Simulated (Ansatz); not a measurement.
BeSe:
```xyz
2
Lattice="0.0000 2.5645 2.5645 2.5645 0.0000 2.5645 2.5645 2.5645 0.0000" Properties=species:S:1:pos:R:3 pbc="T T T"
Se     3.8467     3.8467     3.8467
Be     0.0000     0.0000     0.0000
```

Tensor components refer to the Cartesian frame of this cell.

Q: Give the high-frequency dielectric tensor and the Born effective charge tensors of the independent atoms from DFPT, plane-wave PAW PBEsol (Ansatz code).

A: 
ε∞:
```
6.11  0.00  0.00
0.00  6.11  0.00
0.00  0.00  6.11
```
Z* of atom 1 (Se), rows: field, columns: displacement, in e:
```
-1.53   0.00   0.00
 0.00  -1.53   0.00
 0.00   0.00  -1.53
```
Z* of atom 2 (Be), rows: field, columns: displacement, in e:
```
1.53  0.00  0.00
0.00  1.53  0.00
0.00  0.00  1.53
```

Space group F-43m (zinc blende). The cell was relaxed with PBEsol under the symmetry of its start. Scalar-relativistic: spin–orbit coupling is off unless named, which matters more the heavier the elements.

Potentials: the later of the program's two PAW sets.
